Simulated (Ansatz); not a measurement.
NbN (space group P6_3/mmc)

```xyz
8
Lattice="2.9634 0.0000 0.0000 -1.4817 2.5664 0.0000 0.0000 0.0000 11.1551" Properties=species:S:1:pos:R:3 pbc="T T T"
Nb     1.4817     0.8555     9.7964
Nb     0.0000     1.7109     1.3587
Nb     0.0000     1.7109     4.2189
Nb     1.4817     0.8555     6.9362
N      0.0000     0.0000     0.0000
N      0.0000     0.0000     5.5776
N      1.4817     0.8555     2.7888
N      0.0000     1.7109     8.3663
```

This relaxed cell (volume V₀) is scaled evenly in all directions, its shape held. The atoms relax within the cell's symmetry.

Method: PBEsol (plane waves to 420 eV, PAW, scalar-relativistic; Ansatz, a first-principles code). k mesh 18×18×5 (Γ-centred), Fermi-Dirac smearing 0.05 eV. Energies are smeared free energies. Stress and pressure are positive under compression. NbN is run without spin polarisation. NbN was relaxed with its symmetry unable to fall. The zero of ΔE is the relaxed starting cell.

**Question.** Give the computed ΔE (meV/atom) and P (GPa) at V/V₀ = 0.940, 0.950, 0.980, 0.990, 1.010, 1.020, 1.030, 1.060.

**Answer.** 
```tsv
V/V₀	ΔE (meV/atom)	P (GPa)
0.940	44	23.4
0.950	30	19.0
0.980	5	7.0
0.990	1	3.4
1.010	1	-3.2
1.020	4	-6.3
1.030	9	-9.2
1.060	36	-17.0
```

(Under strain, the slope of the energy per volume gives the stress and its curvature an elastic modulus.)
